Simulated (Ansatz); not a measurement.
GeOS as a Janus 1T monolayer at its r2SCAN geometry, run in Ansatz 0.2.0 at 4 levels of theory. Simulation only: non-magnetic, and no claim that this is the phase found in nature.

The LDA input:
```yaml
crystal:
  lattice:
    - [3.158135464, 0.0, 0.0]
    - [-1.579067732, 2.7350255404, 0.0]
    - [0.0, 0.0, 28.6526853976]
  atoms:
    - { symbol: Ge, position: [0.0, 0.0, 0.3200238476] }
    - { symbol: O, position: [0.3333333333, 0.6666666667, 0.3516694159] }
    - { symbol: S, position: [0.6666666667, 0.3333333333, 0.2706267887] }
  periodic: [true, true, false]
kpoints:
  mp_grid: { grid: [12, 12, 1] }
  band_path:
    path: [[0.0, 0.0, 0.0], [0.5, 0.0, 0.0], [0.3333333333, 0.3333333333, 0.0]]
    npoints: 1
hamiltonian:
  xc: lda
scf:
  occupations: { method: fixed }
  n_extra_bands: 4
output:
  forces: true
  stress: true
  eigenvalues: true
```

Main results, then, where recorded, the levels near the gap in eV from the Fermi energy (columns number the bands from 0), one row a point of the path (Γ, M, K):
```
Crystal: 3 atoms, lattice volume = 247.490 Å³
Symmetry: 6 space group operations
Space group: P3m1 (ITA 156)
```
```
Basis set: ecut = 420 eV, 4811 PW (Γ)
k-points: 19 of 144 (time reversal used)
SCF 1 converged in 10 iterations: F = -5639.817713 eV  dr2 = 2.31e-9
Free energy (F): -5639.817713 eV
Fermi energy:    -6.288925 eV
--- Forces (eV/Å), atoms counted from 1 ---
  atom   1  Ge      0.00000      0.00000      0.08304
  atom   2  O       0.00000      0.00000    -0.15878
  atom   3  S       0.00000      0.00000      0.07523
--- 2D stress c σ (N/m, compression-positive) ---
       -1.766514       0.000000       0.000000
        0.000000      -1.766514       0.000000
        0.000000       0.000000       0.000000
  P = ½ c Tr σ = -1.7665 N/m
```
```tsv
band_10	band_11	band_12	band_13	band_14	band_15
-2.190	0.000	0.000	0.546	4.966	5.489
-3.315	-1.794	-1.114	0.815	4.897	6.386
-5.059	-2.131	-1.557	2.397	5.606	6.831
```

LDA gives a direct gap of 0.55 eV at Γ.

PBE+SOC. Against the first input these blocks differ (the band path and keys that only write files left aside):
```yaml
hamiltonian:
  xc: pbe
scf:
  occupations: { method: fermi_dirac, width: 0.02 }
  n_extra_bands: 8
magnetization:
  noncollinear: true
  spin_orbit: true
```

```
Basis set: ecut = 420 eV, 4811 PW (Γ)
k-points: 19 of 144 (time reversal used)
SCF 1 converged in 10 iterations: F = -5763.834441 eV  dr2 = 4.74e-9
Free energy (F): -5763.834441 eV
Fermi energy:    -5.672520 eV
--- Forces (eV/Å), atoms counted from 1 ---
  atom   1  Ge      0.00000      0.00000      0.04685
  atom   2  O       0.00000      0.00000      0.42410
  atom   3  S       0.00000      0.00000    -0.47094
--- 2D stress c σ (N/m, compression-positive) ---
        2.393885       0.000000       0.000000
        0.000000       2.393885       0.000000
        0.000000       0.000000       0.000000
  P = ½ c Tr σ = 2.3939 N/m
```
```tsv
band_20	band_21	band_22	band_23	band_24	band_25	band_26	band_27	band_28	band_29	band_30	band_31
-2.519	-2.519	-0.410	-0.410	-0.320	-0.320	0.320	0.320	4.734	4.734	5.012	5.012
-3.660	-3.660	-2.153	-2.153	-1.470	-1.470	0.627	0.627	4.690	4.690	6.198	6.198
-5.363	-5.351	-2.482	-2.463	-1.924	-1.922	2.186	2.194	5.323	5.429	6.662	6.667
```

The PBE+SOC gap is direct at Γ: 0.64 eV. The mean in-plane stress at these positions is +2.39 N/m, compression counted positive.

r2SCAN. Against the first input these blocks differ (the band path and keys that only write files left aside):
```yaml
hamiltonian:
  xc: r2scan
```

```
Basis set: ecut = 500 eV, 6249 PW (Γ)
k-points: 19 of 144 (time reversal used)
SCF 1 converged in 9 iterations: F = -5776.585977 eV  dr2 = 2.38e-8
Free energy (F): -5776.585977 eV
Fermi energy:    -6.295081 eV
--- Forces (eV/Å), atoms counted from 1 ---
  atom   1  Ge      0.00000      0.00000    -0.00199
  atom   2  O       0.00000      0.00000      0.00083
  atom   3  S       0.00000      0.00000      0.00121
--- 2D stress c σ (N/m, compression-positive) ---
       -0.003534       0.000000       0.000000
        0.000000      -0.003534       0.000000
        0.000000       0.000000       0.000000
  P = ½ c Tr σ = -0.0035 N/m
```
```tsv
band_10	band_11	band_12	band_13	band_14	band_15
-2.293	0.000	0.000	1.050	5.764	5.965
-3.453	-1.889	-1.156	1.322	5.605	7.147
-5.165	-2.244	-1.629	2.942	6.237	7.646
```

The r2SCAN gap is direct at Γ: 1.05 eV. The mean stress is close to zero (0.00 N/m).

Q: In the first input these blocks are replaced (the band path and keys that only write files left aside):
```yaml
kpoints:
  mp_grid: { grid: [6, 6, 1] }
hamiltonian:
  xc: hse06
```
What comes out?

A:
```
Basis set: ecut = 420 eV, 4811 PW (Γ)
k-points: 7 of 36 (time reversal used)
SCF 1 stopped early in 5 iterations: F = -5763.715498 eV  dr2 = 3.17e-5
Exchange kernel: α = 0.2500, screened, ω = 0.2079 Å⁻¹, Wigner–Seitz truncation, v(0) = 1044.2936 eV·Å³, q-mesh 6×6×1
SCF 2 stopped early in 6 iterations: F = -5764.774912 eV  dr2 = 5.03e-6
hybrid outer 1: dexx = +1.360e-2 eV, tail = 5.07e-5 eV
SCF 3 converged in 5 iterations: F = -5764.775021 eV  dr2 = 1.55e-9
hybrid outer 2: dexx = +7.631e-7 eV, tail = 1.95e-8 eV, Δε = 4.33e-3 eV, ΔF = 2.11e-2 eV/Å
SCF 4 converged in 3 iterations: F = -5764.775021 eV  dr2 = 8.26e-11
hybrid outer 3: dexx = +2.814e-10 eV, tail = 1.70e-10 eV, Δε = 9.22e-5 eV, ΔF = 2.82e-4 eV/Å
Free energy (F): -5764.775021 eV
Fermi energy:    -6.642715 eV
--- Forces (eV/Å), atoms counted from 1 ---
  atom   1  Ge      0.00000      0.00000      0.08373
  atom   2  O       0.00000      0.00000    -0.23590
  atom   3  S       0.00000      0.00000      0.15215
--- 2D stress c σ (N/m, compression-positive) ---
       -0.868747       0.000000       0.000000
        0.000000      -0.868747       0.000000
        0.000000       0.000000       0.000000
  P = ½ c Tr σ = -0.8687 N/m
```
```tsv
band_10	band_11	band_12	band_13	band_14	band_15
-2.677	0.000	0.000	1.624	5.968	6.363
-3.905	-2.098	-1.232	1.931	6.175	7.688
-5.512	-2.619	-1.735	3.689	6.889	8.415
```
HSE06 gives a direct gap of 1.62 eV at Γ. The mean in-plane stress at these positions is -0.9 N/m, compression counted positive. (The program warns that its thresholds are loose for a hybrid's stress.)

The hybrids run on coarser meshes, which limits their stresses and small splittings of levels.

Totals of different functionals, or with and without spin-orbit coupling, can't be compared.

Only the levels marked +SOC include spin-orbit coupling.

The meshes of the hybrids are coarse, so their gaps aren't converged to the digits shown.

For some runs the program warns that the potential is rough where the density is thin, which bears on empty states near the vacuum.
